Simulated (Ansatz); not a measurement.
MoPt, first-principles data

MoPt:
```
CELL_PARAMETERS angstrom
      2.69978     0.00000     0.00000
      0.00000     2.69978     0.00000
      0.00000     0.00000     4.08978
ATOMIC_POSITIONS crystal
  Pt 0.00000 0.00000 0.00000
  Mo 0.50000 0.50000 0.50000
```

Space group P4/mmm (No. 123), L1₀ or tetragonal B2; conventional cell a = b = 2.6998 Å, c = 4.0898 Å, α = β = γ = 90.00°.

Method: plane-wave PAW PBEsol (Ansatz code). Geometry: relaxed at this level of theory. Other levels are named where they apply.

**Cell and energy**

```yaml
volume_per_atom: 14.90 Å³
density: 16.21 g/cm³
Formation energy from the elements (no fitted shifts): -0.29 eV/atom
```

**Electronic structure**

```yaml
electronic_character: metallic (no gap)
Density of states at the Fermi level: 0.98 states/eV per atom (mean over ±0.08 eV)
Gap with spin–orbit coupling: none (metallic)
```

**Mechanics**

```yaml
Bulk modulus (Birch–Murnaghan fit): 301 GPa
Pressure derivative B′: 4.8
```

**Phonons**

```yaml
highest_zone_centre_frequency: 190 cm⁻¹
zone_centre_stability: no imaginary mode at Γ
```

The start of the workflow was typed in or built on a structure type; neither database checked (COD, Materials Project) lists it. Its standing as an ambient phase is unchecked. Symmetry was held in the PBEsol relaxation. The run is not spin-polarised. As this level gives no gap, phonon frequencies hold no LO–TO term and depend on the k-mesh and smearing (Fermi–Dirac, 0.1 eV here). Axis ratios of metals converge slowly with the k-mesh, so a and c are less sure than the volume. The references are the lowest solids computed at this level, not always the standard phases. Spin–orbit coupling is left out wherever it is not named.

Potentials: the earlier of the program's two PAW sets. The files were generated under PBE; for other functionals the program regenerates the frozen cores, and for LDA and PBEsol the local potential too.
